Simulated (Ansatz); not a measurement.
A relaxation computed with Ansatz, from input to last step.

```yaml
crystal:
  lattice:
    - [3.1519812434, -1.9764638303, 0.0]
    - [3.1519812434, 1.9764638303, 0.0]
    - [0.0, 0.0, 7.9231296358]
  atoms:
    - { symbol: Cl, position: [0.8722854213, 0.1277145787, 0.1098721184] }
    - { symbol: Cl, position: [0.6277145787, 0.3722854213, 0.6098721184] }
    - { symbol: Cl, position: [0.1277145787, 0.8722854213, 0.8901278816] }
    - { symbol: Cl, position: [0.3722854213, 0.6277145787, 0.3901278816] }
basis:
  ecutwfc: 420
kpoints:
  mp_grid: { grid: [8, 8, 4] }
hamiltonian:
  xc: pbe
  dispersion: d3bj
scf:
  occupations: { method: gaussian, width: 0.02 }
output:
  forces: true
  stress: true
  eigenvalues: true
relax:
  adjacent_minimum: "off"
  f_tol: 0.01
  max_steps: 30
  cell: { stress_tol: 0.1, fix: [volume] }
```

```bash
ansatz run input.yaml --threads 1 --pin off --max-ram 2560MiB --backend cpu --events-out ev --progress --plain --runs-dir out
```

Computed with DFT PBE+D3(BJ), scalar-relativistic, plane waves, PAW in Ansatz.

The volume is held at 0.91 times that of the relaxed cell.

Of 4 frames 3 are shown, positions in Å and forces in eV/Å; the SCF threshold varies from step to step. Steps run on the plane waves of an earlier cell, with a Pulay correction in the pressure. The basis is chosen afresh for the last frame, the zero of the energies, and at times for earlier ones too; energy and pressure step there, also at an unchanged geometry.

```xyz
4
Lattice="3.1520 -1.9765 0.0000 3.1520 1.9765 0.0000 0.0000 0.0000 7.9231" Properties=species:S:1:pos:R:3:forces:R:3 pbc="T T T" step=1 free_energy_over_end_meV_per_atom=2.21 pressure_GPa=1.90
Cl    3.1520   -1.4716    0.8705    0.0000    0.1903    0.2849
Cl    3.1520   -0.5048    4.8321    0.0000   -0.1903    0.2849
Cl    3.1520    1.4716    7.0526    0.0000   -0.1903   -0.2849
Cl    3.1520    0.5048    3.0910    0.0000    0.1903   -0.2849
4
Lattice="3.1323 -1.9746 0.0000 3.1323 1.9746 0.0000 0.0000 0.0000 7.9804" Properties=species:S:1:pos:R:3:forces:R:3 pbc="T T T" step=2 free_energy_over_end_meV_per_atom=0.17 pressure_GPa=1.13
Cl    3.1323   -1.4591    0.8748    0.0000    0.0173    0.0711
Cl    3.1323   -0.5155    4.8650    0.0000   -0.0173    0.0711
Cl    3.1323    1.4591    7.1056    0.0000   -0.0173   -0.0711
Cl    3.1323    0.5155    3.1154    0.0000    0.0173   -0.0711
4
Lattice="3.1329 -1.9785 0.0000 3.1329 1.9785 0.0000 0.0000 0.0000 7.9630" Properties=species:S:1:pos:R:3:forces:R:3 pbc="T T T" step=4 free_energy_over_end_meV_per_atom=0.00 pressure_GPa=1.02
Cl    3.1329   -1.4656    0.8791    0.0000    0.0042    0.0034
Cl    3.1329   -0.5129    4.8606    0.0000   -0.0042    0.0034
Cl    3.1329    1.4656    7.0839    0.0000   -0.0042   -0.0034
Cl    3.1329    0.5129    3.1024    0.0000    0.0042   -0.0034
```

Time: 19 s on 1 thread of Arm Neoverse V2, on a shared host, peak memory 0.38 GiB.